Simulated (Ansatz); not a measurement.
A geometry of Ti away from equilibrium: step 2 of the relaxation of a relaxed Ti cell displaced along its unstable phonon at q = (½, 0, 0) of its primitive reciprocal cell (75i cm⁻¹), largest move 0.15 Å. Computed with PBEsol (plane waves to 420 eV, PAW, scalar-relativistic; Ansatz, an electronic-structure program). Γ-centred k-mesh 7×14×12 on the run's cell (coarser than for final values), Fermi–Dirac smearing 0.05 eV.

```yaml
crystal:
  lattice:
    - [5.34342, -0.01723, 0.00000]
    - [-1.34332, 2.32669, 0.00000]
    - [0.00000, 0.00000, 2.68819]
  atoms:
    - { symbol: Ti, position: [0.00000, 0.00000, 0.09595] }
    - { symbol: Ti, position: [0.50000, 0.00000, 0.90405] }
```

Q: Which atoms carry the largest force, and which way does it point?

A: 0.43 eV/Å, on Ti1, Ti2 (atoms numbered as listed); on Ti2 its components are (0.00, 0.00, -0.43).

Q: What is the pressure?

A: +0.9 GPa, compression positive.

Q: How much energy per atom can still be gained by relaxing?

A: 0.25 eV/atom; the path ends in Fm-3m (No. 225) (fcc (Cu type)).

No spin polarisation in the result.

The run could not lose the symmetry of its start: the end is stationary, and may be a saddle point rather than a minimum.

The end of the path is a generated cell of Ti: the first start was made by placing the elements on the sites of a structure type, and the end was not matched to a known phase here, so it may be hypothetical. Known forms of Ti include space group No. 194.
